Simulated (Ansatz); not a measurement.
A geometry of B away from equilibrium: the start of the relaxation of a generated cell, B built in the AFLOW prototype A_hR12_166_2h. Method: PBEsol (plane waves to 420 eV, PAW, scalar-relativistic; Ansatz, a first-principles code). Γ-centred k-mesh 7×7×7 on the run's cell, Fermi–Dirac smearing 0.05 eV.

```xyz
12
Lattice="2.4540 1.4168 4.1885 -2.4540 1.4168 4.1885 0.0000 -2.8336 4.1885" Properties=species:S:1:pos:R:3:forces:R:3 pbc="T T T" free_energy=-1831.957 pressure_GPa=-3.0
B     -1.5875     0.9165     2.8402    0.4295   -0.2480   -0.6298
B      0.0000    -1.8331     2.8402    0.0000    0.4960   -0.6298
B      1.5875     0.9165     2.8402   -0.4295   -0.2480   -0.6298
B      1.5875    -0.9165     9.7254   -0.4295    0.2480    0.6298
B      0.0000     1.8331     9.7254    0.0000   -0.4960    0.6298
B     -1.5875    -0.9165     9.7254    0.4295    0.2480    0.6298
B     -1.0103     0.5833     4.4964    0.1501   -0.0867   -0.0666
B      0.0000    -1.1666     4.4964    0.0000    0.1733   -0.0666
B      1.0103     0.5833     4.4964   -0.1501   -0.0867   -0.0666
B      1.0103    -0.5833     8.0692   -0.1501    0.0867    0.0666
B      0.0000     1.1666     8.0692    0.0000   -0.1733    0.0666
B     -1.0103    -0.5833     8.0692    0.1501    0.0867    0.0666
```

Positions in Å, forces in eV/Å, free energy of the cell in eV (comparable only within this code, potentials and settings). Largest force: 0.80 eV/Å, on B1, B2, B3, B4, B5, B6 (atoms numbered as listed); the geometry lies 0.01 eV/atom above the end of its relaxation.

No spin polarisation in the result.

The run could not lose the symmetry of its start.
